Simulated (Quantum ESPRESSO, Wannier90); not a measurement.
# Tight-binding from DFT: CaSe (rock salt)

```
CaSe
1.0
    0.00000     2.97024     2.97024
    2.97024     0.00000     2.97024
    2.97024     2.97024     0.00000
Ca Se
1 1
Direct
  0.00000   0.00000   0.00000
  0.50000   0.50000   0.50000
```

Materials Project entry mp-1415; symmetrised, unrelaxed at this level. COD (Crystallography Open Database) has an entry of this formula and space group (matched by these alone). Computed values, not measurements, from PBEsol: Quantum ESPRESSO (norm-conserving PseudoDojo potentials, cutoff 69 Ry, no spin polarisation, no spin-orbit coupling) on a Γ-centred 10×10×10 mesh, then Wannier90. Density: 10×10×10 mesh, cold smearing 0.01 Ry. Spin-orbit coupling, left out, would split the p-like bands by a few tenths of an eV.

Base run: 10 functions from bands 10-27 of the 27 computed, start hydrogen-like Ca: s;d; Se: s;p, frozen window up to 3.47 eV relative to the valence-band maximum, outer window open. One setting was then changed (edges relative to the valence-band maximum; misfit to pw.x on a path, for states up to 3.0 eV relative to the valence-band maximum).

| run | Ω_I (Å²) | rms misfit (meV) | worst (meV) |
|---|---|---|---|
| base | 16.58 | 2.2 | 21 |
| changed | 15.16 | 77 | 912 |

Which change was made?
A. only the lowest 16 of the kept bands
B. frozen window to 2.97 eV
C. only the lowest 14 of the kept bands
D. frozen window to 2.47 eV
E. no frozen window

D, frozen window to 2.47 eV. The others give:

```
run                                   Ω_I (Å²)  rms misfit (meV)  worst (meV)
------------------------------------  --------  ----------------  -----------
frozen window to 2.97 eV                 15.96               9.5          115
no frozen window                         12.46              1084         3155
only the lowest 14 of the kept bands     18.60               1.2           13
only the lowest 16 of the kept bands     17.48               1.9           18
```
